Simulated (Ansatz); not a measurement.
**G0W0 run on LiCl (Fm-3m)**

Method: Ansatz 0.2.0-dev, G0W0@PBE, plasmon-pole screening, soft PAW set, first generation.

Input files:

```json
{
 "crystal": {"lattice": [[0.0, 2.57, 2.57], [2.57, 0.0, 2.57], [2.57, 2.57, 0.0]], "atoms": [{"symbol": "Li", "position": [0, 0, 0]}, {"symbol": "Cl", "position": [0.5, 0.5, 0.5]}]},
 "kpoints": {"mp_grid": {"grid": [8, 8, 8], "shift": [0, 0, 0]}},
 "hamiltonian": {"xc": "pbe", "pseudopotentials": {"kind": "paw"}},
 "scf": {"occupations": {"method": "fixed"}, "convergence": {"dr2_threshold": "1e-9 eV"}, "lower_state_search": "off"},
 "output": {"forces": false, "stress": false},
 "gw": {"n_empty_bands": 166, "ecut_chi": 113.3, "qp_bands": ["v1", "c1"], "qp_kpoints": [[0, 0, 0], [0, 0.5, 0.5], [0, 0, 0.5]], "ecutfock_ratio": 2}
}
```

The input is rewritten from the run's settings (development build, wave cutoff 420 eV).

Linearised quasiparticle energies, zero at the top filled Kohn-Sham level among these points. VB is the top filled band, CB the lowest empty one. The wave cutoff came out at 420 eV.

```
k  band  ε_KS (eV)  Σx − Vxc (eV)  Σc (eV)     Z  ε_QP (eV)
Γ    VB       0.00          -4.16     2.10  0.81      -1.66
Γ    CB       6.30           4.38    -3.49  0.85       7.05
L    VB      -0.25          -4.26     2.15  0.81      -1.96
L    CB       6.74           4.35    -3.37  0.85       7.57
X    VB      -1.09          -4.56     2.27  0.80      -2.92
X    CB       7.82           4.63    -3.47  0.85       8.81
```

The gap (direct at Γ) opens from 6.30 eV to 8.71 eV.

Electronic (ion-clamped) dielectric constant on this mesh, from the head of the inverse dielectric matrix: 2.7.

Soft PAW datasets can miss an all-electron G0W0 gap by more than 5 %. Band sums or response are cut, so the gap isn't at its basis limit.
